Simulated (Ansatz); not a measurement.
Geometry optimisation in Ansatz: input, command and trajectory.

```yaml
crystal:
  lattice:
    - [4.61507137, 0.0, 0.0]
    - [0.0, 2.9551944, 0.0]
    - [0.0, 0.0, 4.947513]
  atoms:
    - { symbol: Ti, position: [0.25, 0.0, 0.82019051], spin: 0.57 }
    - { symbol: Ti, position: [0.75, 0.0, 0.17980949], spin: 0.57 }
    - { symbol: Au, position: [0.25, 0.5, 0.32411048] }
    - { symbol: Au, position: [0.75, 0.5, 0.67588952] }
basis:
  ecutwfc: 420
kpoints:
  mp_grid: { grid: [10, 14, 8] }
hamiltonian:
  xc: pbesol
scf:
  occupations: { method: gaussian, width: 0.1 }
output:
  forces: true
  stress: true
  eigenvalues: true
  populations: true
  write_density: true
  write_potential: true
  elf: true
  volumetric_format: npy
magnetization:
  spin_polarized: true
relax:
  adjacent_minimum: "off"
  f_tol: 0.005
  max_steps: 80
  cell: { stress_tol: 0.05 }
```

```bash
ansatz run input.yaml --threads 1 --pin off --max-ram 2560MiB --backend cpu --events-out ev --progress --plain --runs-dir out
```

Level of theory: DFT PBEsol, scalar-relativistic, plane waves, PAW in Ansatz 0.2.0.

Of 7 frames 7 are shown, positions in Å and forces in eV/Å; the SCF threshold varies from step to step. Steps run on the plane waves of an earlier cell, with a Pulay correction in the pressure. The basis is chosen afresh for the last frame, the zero of the energies, and at times for earlier ones too; energy and pressure step there, also at an unchanged geometry. The mark taken_back stands on steps that the optimiser undid.

```xyz
4
Lattice="4.6151 0.0000 0.0000 0.0000 2.9552 0.0000 0.0000 0.0000 4.9475" Properties=species:S:1:pos:R:3:forces:R:3 pbc="T T T" step=1 free_energy_over_end_meV_per_atom=10.92 pressure_GPa=-4.82
Ti    1.1538    0.0000    4.0579    0.0000    0.0000   -0.2167
Ti    3.4613    0.0000    0.8896    0.0000    0.0000    0.2167
Au    1.1538    1.4776    1.6035    0.0000    0.0000   -0.0421
Au    3.4613    1.4776    3.3440    0.0000    0.0000    0.0421
4
Lattice="4.4929 0.0000 0.0000 0.0000 2.8742 0.0000 0.0000 0.0000 4.7964" Properties=species:S:1:pos:R:3:forces:R:3 pbc="T T T" step=2 free_energy_over_end_meV_per_atom=25.10 pressure_GPa=9.55 taken_back
Ti    1.1232    0.0000    3.8806    0.0000    0.0000    0.2828
Ti    3.3697    0.0000    0.9158    0.0000    0.0000   -0.2828
Au    1.1232    1.4371    1.5217    0.0000    0.0000    0.0245
Au    3.3697    1.4371    3.2746    0.0000    0.0000   -0.0245
4
Lattice="4.5836 0.0000 0.0000 0.0000 2.9170 0.0000 0.0000 0.0000 4.9000" Properties=species:S:1:pos:R:3:forces:R:3 pbc="T T T" step=3 free_energy_over_end_meV_per_atom=0.23 pressure_GPa=-0.76
Ti    1.1459    0.0000    3.9906    0.0000    0.0000   -0.0243
Ti    3.4377    0.0000    0.9094    0.0000    0.0000    0.0243
Au    1.1459    1.4585    1.5690    0.0000    0.0000    0.0250
Au    3.4377    1.4585    3.3310    0.0000    0.0000   -0.0250
4
Lattice="4.5744 0.0000 0.0000 0.0000 2.9052 0.0000 0.0000 0.0000 4.8920" Properties=species:S:1:pos:R:3:forces:R:3 pbc="T T T" step=4 free_energy_over_end_meV_per_atom=0.04 pressure_GPa=0.37
Ti    1.1436    0.0000    3.9870    0.0000    0.0000   -0.0092
Ti    3.4308    0.0000    0.9050    0.0000    0.0000    0.0092
Au    1.1436    1.4526    1.5727    0.0000    0.0000   -0.0363
Au    3.4308    1.4526    3.3193    0.0000    0.0000    0.0363
4
Lattice="4.5818 0.0000 0.0000 0.0000 2.8965 0.0000 0.0000 0.0000 4.9000" Properties=species:S:1:pos:R:3:forces:R:3 pbc="T T T" step=5 free_energy_over_end_meV_per_atom=-0.08 pressure_GPa=0.22
Ti    1.1455    0.0000    3.9925    0.0000    0.0000    0.0062
Ti    3.4364    0.0000    0.9075    0.0000    0.0000   -0.0062
Au    1.1455    1.4482    1.5745    0.0000    0.0000   -0.0293
Au    3.4364    1.4482    3.3255    0.0000    0.0000    0.0293
4
Lattice="4.5879 0.0000 0.0000 0.0000 2.8924 0.0000 0.0000 0.0000 4.9052" Properties=species:S:1:pos:R:3:forces:R:3 pbc="T T T" step=6 free_energy_over_end_meV_per_atom=-0.13 pressure_GPa=0.00
Ti    1.1470    0.0000    3.9962    0.0000    0.0000    0.0045
Ti    3.4409    0.0000    0.9090    0.0000    0.0000   -0.0045
Au    1.1470    1.4462    1.5737    0.0000    0.0000   -0.0037
Au    3.4409    1.4462    3.3315    0.0000    0.0000    0.0037
4
Lattice="4.5879 0.0000 0.0000 0.0000 2.8924 0.0000 0.0000 0.0000 4.9052" Properties=species:S:1:pos:R:3:forces:R:3 pbc="T T T" step=7 free_energy_over_end_meV_per_atom=0.00 pressure_GPa=0.00
Ti    1.1470    0.0000    3.9962    0.0000    0.0000    0.0046
Ti    3.4409    0.0000    0.9090    0.0000    0.0000   -0.0046
Au    1.1470    1.4462    1.5737    0.0000    0.0000   -0.0038
Au    3.4409    1.4462    3.3315    0.0000    0.0000    0.0038
```

Time: 23 min on 1 thread of Intel(R) Xeon(R) Processor @ 2.50GHz (Skylake/Cascade Lake) (shared host), peak memory 1.1 GiB.

Spin-orbit coupling is left out, which matters for the bands of heavy elements.